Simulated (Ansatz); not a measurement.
# Equation of state of Ca

```
CELL_PARAMETERS angstrom
0.00000 2.79420 2.79420
2.79420 0.00000 2.79420
2.79420 2.79420 0.00000
ATOMIC_POSITIONS crystal
Ca 0.00000 0.00000 0.00000
```

The conventional cell has a = 5.588 Å, b = 5.588 Å, c = 5.588 Å, α = 90.00°, β = 90.00°, γ = 90.00°. Ca (atom 1) is surrounded by 12 Ca at 3.95 Å.

The structure is an experimental refinement, used without relaxation.

Levels of theory: DFT, PBEsol, all-electron LAPW, scalar-relativistic (Ansatz 0.2.0); DFT, PBEsol, PAW with Ansatz's default frozen-core files, scalar-relativistic (Ansatz 0.2.0).

For LAPW: a Γ-centred 11×11×11 k mesh, Fermi–Dirac smearing of 0.05 eV, basis error target 1 meV/atom, no spin polarisation. PAW takes a cutoff of 420 eV at this cell (files made with PBE, cores remade for this functional). The Ansatz runs share mesh, smearing and spin set-up. Plane-wave (PAW) pressures include the program's estimate of the Pulay term.

The cell above is scaled evenly, with fractional coordinates and shape held.

```
V/V(cell)  V (Å³/atom)  P, LAPW (GPa)  P, PAW (GPa)  free energy over the lowest listed, PAW (meV/atom)
   0.9400       41.014          -0.19         -0.19                                                 0.0
   0.9600       41.886          -0.55         -0.55                                                 2.0
   0.9800       42.759          -0.87         -0.87                                                 5.9
   0.9900       43.195          -1.02         -1.02                                                 8.5
   1.0000       43.632          -1.16         -1.16                                                11.5
   1.0100       44.068          -1.30         -1.30                                                14.8
   1.0200       44.504              ?             ?                                                   ?
   1.0400       45.377          -1.68         -1.68                                                27.0
   1.0600       46.250          -1.90         -1.90                                                36.8
```

Question: Fill in the row V/V(cell) = 1.0200.

Answer: P, LAPW (GPa) = -1.43, P, PAW (GPa) = -1.43, free energy over the lowest listed, PAW (meV/atom) = 18.5.
